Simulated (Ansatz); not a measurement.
Relaxed-ion elastic tensor of LaN (zinc blende, space group No. 216) in GPa (Voigt order), plane-wave PAW r²SCAN (Ansatz code); density 5.77 g/cm³, 22.01 Å³ per atom.

```
 101  84.1  84.1   0.0   0.0   0.0
84.1   101  84.1   0.0   0.0   0.0
84.1  84.1   101   0.0   0.0   0.0
 0.0   0.0   0.0  30.9   0.0   0.0
 0.0   0.0   0.0   0.0  30.9   0.0
 0.0   0.0   0.0   0.0   0.0  30.9
```

Q: Is the crystal mechanically stable?

A: Yes: the smallest eigenvalue of C is 17.3 GPa.

Q: Work out the Voigt, Reuss and Hill averages.

A: K_V = 89.9, K_R = 89.9, K_H = 89.9; G_V = 22.0, G_R = 15.2, G_H = 18.6 GPa.

Q: Give Young's modulus, Poisson's ratio, Pugh's ratio and the universal anisotropy index.

A: E = 9KG/(3K + G) = 52.2 GPa; ν = 0.40; K/G = 4.83 (ductile by the Pugh limit of 1.75); A_U = 5G_V/G_R + K_V/K_R − 6 = 2.22.

Q: Estimate the sound speeds and the Debye temperature.

A: v_l = √((K + 4G/3)/ρ) = 4460 m/s, v_t = √(G/ρ) = 1800 m/s, mean 2030 m/s; Θ = (h/k)(3n/4πV)^(1/3) v_m = 216 K.

Q: Give the Zener ratio and Young's modulus along [100], [110] and [111].

A: A = 2C44/(C11 − C12) = 3.57; 1/E = S11 − 2(S11 − S12 − S44/2)Γ with Γ = 0, 1/4, 1/3 gives 25.2, 52.7, 83.1 GPa.

Q: Solve the Christoffel equation for the three sound speeds along [100], [110], [111].

A: Eigenvalues of C_ijkl n_j n_l equal ρv² (piezoelectric stiffening left out). In km/s, slowest first: [100] 2.31, 2.31, 4.19; [110] 1.22, 2.31, 4.63; [111] 1.67, 1.67, 4.77.

Space group F-43m (zinc blende). The start of the workflow was typed in or built on a structure type; neither database checked (COD, Materials Project) lists it. COD files the formula under space group No. 225. Whether it is the stable phase at ambient conditions was not checked. The cell was relaxed with r²SCAN under the symmetry of its start; its stability against distortions is not shown here. Scalar-relativistic: spin–orbit coupling is off unless named, which matters more the heavier the elements.

Potentials: the earlier of the program's two PAW sets.
